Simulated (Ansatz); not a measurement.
Here is the system:

SiMo2:
```
SiMo2
1.0
    4.46123     0.00000     0.00000
   -2.23062     3.86354     0.00000
    0.00000     0.00000     5.11466
Si Mo
2 4
Direct
  0.33333   0.66667   0.25000
  0.66667   0.33333   0.75000
  0.00000   0.00000   0.00000
  0.00000   0.00000   0.50000
  0.33333   0.66667   0.75000
  0.66667   0.33333   0.25000
```

This is the PBE-relaxed structure.

All from PBE (plane waves, PAW; program Ansatz), unless another level is named. Predict the electronic character.

metallic (no gap).

What about the density of states at the Fermi level?

0.91 states/eV per atom (mean over ±0.08 eV).

What about the formation energy from the elements (no fitted shifts)?

-0.065 eV/atom.

Space group P6_3/mmc. The cell is a constructed one: a structure type filled with these elements; neither database checked (COD, Materials Project) lists it. Whether it is the stable phase at ambient conditions was not checked. The PBE relaxation kept the symmetry of its start; whether a distortion lowers the energy is not shown. No spin polarisation was allowed. The references are the lowest solids computed at this level, not always the standard phases. Spin–orbit coupling is left out wherever it is not named.

Potentials: the later of the program's two PAW sets.
